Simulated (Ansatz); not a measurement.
As$_{2}$Se$_{3}$:
```cif
data_As4Se6
_chemical_formula_sum 'As4 Se6'
_space_group_name_H-M_alt 'P 1'
_space_group_IT_number 1
_cell_length_a 7.12055
_cell_length_b 7.12055
_cell_length_c 9.53678
_cell_angle_alpha 85.514
_cell_angle_beta 94.486
_cell_angle_gamma 149.616
loop_
_space_group_symop_operation_xyz
  'x, y, z'
loop_
_atom_site_label
_atom_site_type_symbol
_atom_site_fract_x
_atom_site_fract_y
_atom_site_fract_z
_atom_site_occupancy
As1 As 0.38430 0.61570 0.56862 1
As2 As 0.61570 0.38430 0.43138 1
As3 As 0.79490 0.20510 0.86251 1
As4 As 0.20510 0.79490 0.13749 1
Se1 Se 0.96582 0.03418 0.71097 1
Se2 Se 0.03418 0.96582 0.28903 1
Se3 Se 0.22774 0.77226 0.66628 1
Se4 Se 0.77226 0.22774 0.33372 1
Se5 Se 0.63181 0.36819 0.96630 1
Se6 Se 0.36819 0.63181 0.03370 1
```

Relaxed with r²SCAN+D4.

Task: Tabulate the valence density and the electron localisation function along the shortest As–Se contact (2.41 Å), the program Ansatz at the r²SCAN+D4 level (PAW).

Result: 

```tsv
distance from As (Å)	density (e/Å³)	ELF
0.24	22.38	0.20
0.36	13.49	0.22
0.48	6.83	0.33
0.60	3.10	0.47
0.72	1.46	0.57
0.84	0.86	0.63
0.97	0.68	0.67
1.09	0.62	0.71
1.21	0.62	0.74
1.33	0.66	0.75
1.45	0.75	0.74
1.57	0.92	0.73
1.69	1.47	0.69
1.81	2.97	0.59
1.93	6.64	0.44
2.05	14.38	0.27
2.17	26.64	0.16
```

The density is the valence pseudo-density with augmentation charge, so density and ELF within about 1 Å of a nucleus are not all-electron values.

Space group C2/m. The first step of the workflow began from a Materials Project structure, measured or hypothetical; the Crystallography Open Database files this formula in space group No. 12, but the cells were not matched. Its standing as an ambient phase is unchecked. The cell was relaxed with r²SCAN+D4 under the symmetry of its start; its stability against distortions is not shown here.

Potentials: the later of the program's two PAW sets.
